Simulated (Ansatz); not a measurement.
KBr:
```yaml
crystal:
  lattice:
    - [0.00000, 3.35276, 3.35276]
    - [3.35276, 0.00000, 3.35276]
    - [3.35276, 3.35276, 0.00000]
  atoms:
    - { symbol: K, position: [0.00000, 0.00000, 0.00000] }
    - { symbol: Br, position: [0.50000, 0.50000, 0.50000] }
```

Plane-wave PAW PBE (Ansatz code) gives a gap of 4.31 eV without spin–orbit coupling, maximum at Γ, minimum at Γ.

Task: What happens when spin–orbit coupling is switched on?

Result: The gap drops by 0.16 eV, to 4.15 eV; maximum at Γ, minimum at Γ.

Task: How large is the spin–orbit splitting of the valence top at Γ?

Result: The fourfold level lies 0.49 eV above the split-off pair.

Task: Give the electron effective mass with spin–orbit coupling.

Result: 0.39 mₑ (isotropic).

Task: Give the hole effective mass with spin–orbit coupling, band 1 of 2 at the edge.

Result: 3.8 along [100], 3.2 along [110], 3.0 along [111] (mₑ).

Task: Give the hole effective mass with spin–orbit coupling, band 2 of 2 at the edge.

Result: 0.82 along [100], 0.86 along [110], 0.87 along [111] (mₑ).

Space group Fm-3m (rock salt). The PBE relaxation kept the symmetry of its start; phonons on a q-mesh show no instability.

Potentials: the later of the program's two PAW sets.
